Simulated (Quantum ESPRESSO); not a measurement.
## Calculated data, Mg$_{2}$GaSe$_{3}$F (made-up cell, one site empty), Ge$_{3}$AsP$_{3}$ (made-up cell, one site empty)

All values are calculated (Quantum ESPRESSO 7.5). Calculation on a made-up crystal cell, not a measurement: periodic Kohn-Sham density functional theory in plane waves with PseudoDojo standard norm-conserving scalar-relativistic pseudopotentials, each functional with its own files (v0.5 for PBE, v0.4.1 for LDA and PBEsol), no spin polarisation, no spin-orbit coupling, atoms not relaxed, stress positive in tension, energies less a fixed whole-eV offset for each atom's element; levels are Kohn-Sham levels at fractions of this cell's reciprocal vectors, counted from the reference band (half the neutral cell's valence electrons, rounded up) at Gamma; error bars cover cutoff and k-mesh only, not smearing or the files; each bar is the largest change over components, and at least 0.002 eV, 0.002 eV per angstrom or 0.02 GPa; added strain carries the atoms with the cell, and shear is the tensor component; energies are for the whole cell, and the offsets were chosen from early runs and are not element reference energies.

Common to all runs: lattice type zincblende/diamond; empty site 4; functional pbe; scf tolerance 1e-07 eV; electrons removed 0.

```json
{"entry": 1, "formula": "Mg2GaSe3F", "kind": "made-up cell, one site empty", "unstrained_structure": {"cell_angstrom": [[5.5716, 0.0, 0.0], [0.0, 5.5716, 0.0], [0.0, 0.0, 5.5716]], "atoms_fractional": [["Mg", -0.00831, -0.02351, 0.04354], ["Mg", -0.01714, 0.53984, 0.4958], ["Ga", 0.49932, 0.02509, 0.49331], ["Se", 0.23496, 0.2498, 0.2463], ["F", 0.26226, 0.77197, 0.75693], ["Se", 0.7229, 0.24616, 0.73941], ["Se", 0.76597, 0.75533, 0.25099]]}, "given": {"cutoff [eV]": 1170, "fermi_dirac_smearing [eV]": 0.025, "added_strain_kind": "zz", "added_strain": -0.0051, "k_mesh": "4 x 4 x 4, shifted by half a step", "structure_shown": "before the added strain of -0.0051", "atom_site": [1, 2, 3, 5, 6, 7, 8], "atom_energy_offset [eV]": [-1617, -1617, -2080, -3300, -677, -3300, -3300]}, "results": {"free_energy_less_offsets [eV]": 5.694, "scf_iterations": 11, "smearing_term_minus_ts [eV]": 0.0, "pressure [GPa]": 6.821, "stress_xx [GPa]": -5.721, "stress_yy [GPa]": -7.624, "stress_zz [GPa]": -7.117, "stress_yz [GPa]": 3.809, "stress_xz [GPa]": -1.426, "stress_xy [GPa]": -3.793, "force_site": [1, 2, 3, 5, 6, 7, 8], "force_x [eV/angstrom]": [2.466, 2.409, -0.6646, 1.434, -0.8363, 0.7688, -5.577], "force_y [eV/angstrom]": [2.024, -1.804, -0.8595, 0.9498, 0.4498, 0.6679, -1.428], "force_z [eV/angstrom]": [-4.352, 2.826, -0.6488, 0.5295, -0.7465, 1.783, 0.6081], "reference_band": 44, "level_k_point": ["Gamma", "(1/2,1/2,1/2)", "(0.15,0,0)", "(0,0.15,0)", "(0,0,0.15)"], "next_band_up [eV]": [1.034, 1.305, 1.345, 1.363, 1.294], "error_bar_energy [eV]": 0.003416, "error_bar_stress [GPa]": 0.02, "error_bar_force [eV/angstrom]": 0.003577, "error_bar_next_band_up [eV]": 0.002, "error_bars_from": "tighter rerun of a related cell"}}
{"entry": 2, "formula": "Mg2GaSe3F", "kind": "made-up cell, one site empty", "unstrained_structure": {"cell_angstrom": [[5.5716, 0.0, 0.0], [0.0, 5.5716, 0.0], [0.0, 0.0, 5.5716]], "atoms_fractional": [["Mg", -0.00831, -0.02351, 0.04354], ["Mg", -0.01714, 0.53984, 0.4958], ["Ga", 0.49932, 0.02509, 0.49331], ["Se", 0.23496, 0.2498, 0.2463], ["F", 0.26226, 0.77197, 0.75693], ["Se", 0.7229, 0.24616, 0.73941], ["Se", 0.76597, 0.75533, 0.25099]]}, "given": {"cutoff [eV]": 1170, "fermi_dirac_smearing [eV]": 0.025, "added_strain_kind": "zz", "added_strain": 0.0019, "k_mesh": "4 x 4 x 4, shifted by half a step", "structure_shown": "before the added strain of 0.0019", "atom_site": [1, 2, 3, 5, 6, 7, 8], "atom_energy_offset [eV]": [-1617, -1617, -2080, -3300, -677, -3300, -3300]}, "results": {"free_energy_less_offsets [eV]": 5.642, "scf_iterations": 11, "smearing_term_minus_ts [eV]": 0.0, "pressure [GPa]": 6.375, "stress_xx [GPa]": -5.297, "stress_yy [GPa]": -7.186, "stress_zz [GPa]": -6.642, "stress_yz [GPa]": 3.73, "stress_xz [GPa]": -1.322, "stress_xy [GPa]": -3.724, "force_site": [1, 2, 3, 5, 6, 7, 8], "force_x [eV/angstrom]": [2.415, 2.348, -0.6282, 1.429, -0.8345, 0.735, -5.464], "force_y [eV/angstrom]": [1.985, -1.764, -0.8068, 0.9216, 0.4483, 0.625, -1.409], "force_z [eV/angstrom]": [-4.301, 2.768, -0.6382, 0.5642, -0.7566, 1.72, 0.644], "reference_band": 44, "level_k_point": ["Gamma", "(1/2,1/2,1/2)", "(0.15,0,0)", "(0,0.15,0)", "(0,0,0.15)"], "next_band_up [eV]": [1.034, 1.303, 1.345, 1.363, 1.292], "error_bar_energy [eV]": 0.003416, "error_bar_stress [GPa]": 0.02, "error_bar_force [eV/angstrom]": 0.003577, "error_bar_next_band_up [eV]": 0.002, "error_bars_from": "tighter rerun of a related cell"}}
{"entry": 3, "formula": "Mg2GaSe3F", "kind": "made-up cell, one site empty", "unstrained_structure": {"cell_angstrom": [[5.5716, 0.0, 0.0], [0.0, 5.5716, 0.0], [0.0, 0.0, 5.5716]], "atoms_fractional": [["Mg", -0.00831, -0.02351, 0.04354], ["Mg", -0.01714, 0.53984, 0.4958], ["Ga", 0.49932, 0.02509, 0.49331], ["Se", 0.23496, 0.2498, 0.2463], ["F", 0.26226, 0.77197, 0.75693], ["Se", 0.7229, 0.24616, 0.73941], ["Se", 0.76597, 0.75533, 0.25099]]}, "given": {"cutoff [eV]": 1170, "fermi_dirac_smearing [eV]": 0.025, "added_strain_kind": "zz", "added_strain": 0.0214, "k_mesh": "4 x 4 x 4, shifted by half a step", "structure_shown": "before the added strain of 0.0214", "atom_site": [1, 2, 3, 5, 6, 7, 8], "atom_energy_offset [eV]": [-1617, -1617, -2080, -3300, -677, -3300, -3300]}, "results": {"free_energy_less_offsets [eV]": 5.515, "scf_iterations": 11, "smearing_term_minus_ts [eV]": 0.0, "pressure [GPa]": 5.196, "stress_xx [GPa]": -4.198, "stress_yy [GPa]": -6.048, "stress_zz [GPa]": -5.341, "stress_yz [GPa]": 3.517, "stress_xz [GPa]": -1.045, "stress_xy [GPa]": -3.537, "force_site": [1, 2, 3, 5, 6, 7, 8], "force_x [eV/angstrom]": [2.28, 2.181, -0.5305, 1.412, -0.829, 0.6448, -5.158], "force_y [eV/angstrom]": [1.879, -1.656, -0.6667, 0.8461, 0.4431, 0.5126, -1.358], "force_z [eV/angstrom]": [-4.155, 2.605, -0.6108, 0.6593, -0.7833, 1.541, 0.7435], "reference_band": 44, "level_k_point": ["Gamma", "(1/2,1/2,1/2)", "(0.15,0,0)", "(0,0.15,0)", "(0,0,0.15)"], "next_band_up [eV]": [1.03, 1.295, 1.34, 1.358, 1.282], "error_bar_energy [eV]": 0.003416, "error_bar_stress [GPa]": 0.02, "error_bar_force [eV/angstrom]": 0.003577, "error_bar_next_band_up [eV]": 0.002, "error_bars_from": "tighter rerun of a related cell"}}
{"entry": 4, "formula": "Mg2GaSe3F", "kind": "made-up cell, one site empty", "unstrained_structure": {"cell_angstrom": [[5.5716, 0.0, 0.0], [0.0, 5.5716, 0.0], [0.0, 0.0, 5.5716]], "atoms_fractional": [["Mg", -0.00831, -0.02351, 0.04354], ["Mg", -0.01714, 0.53984, 0.4958], ["Ga", 0.49932, 0.02509, 0.49331], ["Se", 0.23496, 0.2498, 0.2463], ["F", 0.26226, 0.77197, 0.75693], ["Se", 0.7229, 0.24616, 0.73941], ["Se", 0.76597, 0.75533, 0.25099]]}, "given": {"cutoff [eV]": 1170, "fermi_dirac_smearing [eV]": 0.025, "added_strain_kind": "zz", "added_strain": 0.025, "k_mesh": "4 x 4 x 4, shifted by half a step", "structure_shown": "before the added strain of 0.025", "atom_site": [1, 2, 3, 5, 6, 7, 8], "atom_energy_offset [eV]": [-1617, -1617, -2080, -3300, -677, -3300, -3300]}, "results": {"free_energy_less_offsets [eV]": 5.495, "scf_iterations": 11, "smearing_term_minus_ts [eV]": 0.0, "pressure [GPa]": 4.988, "stress_xx [GPa]": -4.008, "stress_yy [GPa]": -5.851, "stress_zz [GPa]": -5.104, "stress_yz [GPa]": 3.478, "stress_xz [GPa]": -0.9969, "stress_xy [GPa]": -3.503, "force_site": [1, 2, 3, 5, 6, 7, 8], "force_x [eV/angstrom]": [2.255, 2.151, -0.5136, 1.408, -0.8278, 0.6291, -5.102], "force_y [eV/angstrom]": [1.859, -1.637, -0.642, 0.833, 0.442, 0.493, -1.348], "force_z [eV/angstrom]": [-4.127, 2.575, -0.6061, 0.6769, -0.7881, 1.509, 0.7607], "reference_band": 44, "level_k_point": ["Gamma", "(1/2,1/2,1/2)", "(0.15,0,0)", "(0,0.15,0)", "(0,0,0.15)"], "next_band_up [eV]": [1.029, 1.293, 1.339, 1.357, 1.28], "error_bar_energy [eV]": 0.003416, "error_bar_stress [GPa]": 0.02, "error_bar_force [eV/angstrom]": 0.003577, "error_bar_next_band_up [eV]": 0.002, "error_bars_from": "tighter rerun of a related cell"}}
{"entry": 5, "formula": "Ge3AsP3", "kind": "made-up cell, one site empty", "unstrained_structure": {"cell_angstrom": [[5.3811, 0.0, 0.0], [0.0, 5.3811, 0.0], [0.0, 0.0, 5.3811]], "atoms_fractional": [["Ge", -0.00398, 0.00349, 0.00645], ["P", 0.00056, 0.49897, 0.50112], ["Ge", 0.50402, -9e-05, 0.50003], ["Ge", 0.24636, 0.25056, 0.24369], ["As", 0.25229, 0.75118, 0.74633], ["P", 0.74877, 0.24822, 0.75382], ["P", 0.74622, 0.75577, 0.24902]]}, "given": {"cutoff [eV]": 1143, "fermi_dirac_smearing [eV]": 0.1, "added_strain_kind": "biaxial xx and yy", "added_strain": -0.0247, "k_mesh": "6 x 6 x 6, shifted by half a step", "structure_shown": "before the added strain of -0.0247", "atom_site": [1, 2, 3, 5, 6, 7, 8], "atom_energy_offset [eV]": [-2430, -189, -2430, -2430, -2887, -189, -189]}, "results": {"free_energy_less_offsets [eV]": 3.855, "scf_iterations": 11, "smearing_term_minus_ts [eV]": -0.0835, "pressure [GPa]": 10.43, "stress_xx [GPa]": -10.64, "stress_yy [GPa]": -10.1, "stress_zz [GPa]": -10.54, "stress_yz [GPa]": -1.657, "stress_xz [GPa]": 0.05001, "stress_xy [GPa]": -1.544, "force_site": [1, 2, 3, 5, 6, 7, 8], "force_x [eV/angstrom]": [-1.075, -1.083, 1.13, 2.051, 0.9005, -1.114, -0.8091], "force_y [eV/angstrom]": [-0.2399, 0.2773, 0.9264, 2.746, -2.792, 1.652, -2.569], "force_z [eV/angstrom]": [-0.9619, -0.4243, -0.4446, -0.6066, 2.011, 1.01, -0.5833], "fermi_level [eV]": 0.3164, "reference_band": 36, "level_k_point": ["Gamma", "(1/2,1/2,1/2)", "(0.15,0,0)", "(0,0.15,0)", "(0,0,0.15)"], "next_band_up [eV]": [0.2853, 0.1221, 0.4054, 0.2823, 0.3725], "error_bar_energy [eV]": 0.002, "error_bar_stress [GPa]": 0.02953, "error_bar_force [eV/angstrom]": 0.009465, "error_bar_next_band_up [eV]": 0.002, "error_bar_fermi_level [eV]": 0.003961, "error_bars_from": "tighter rerun of a related cell"}}
```
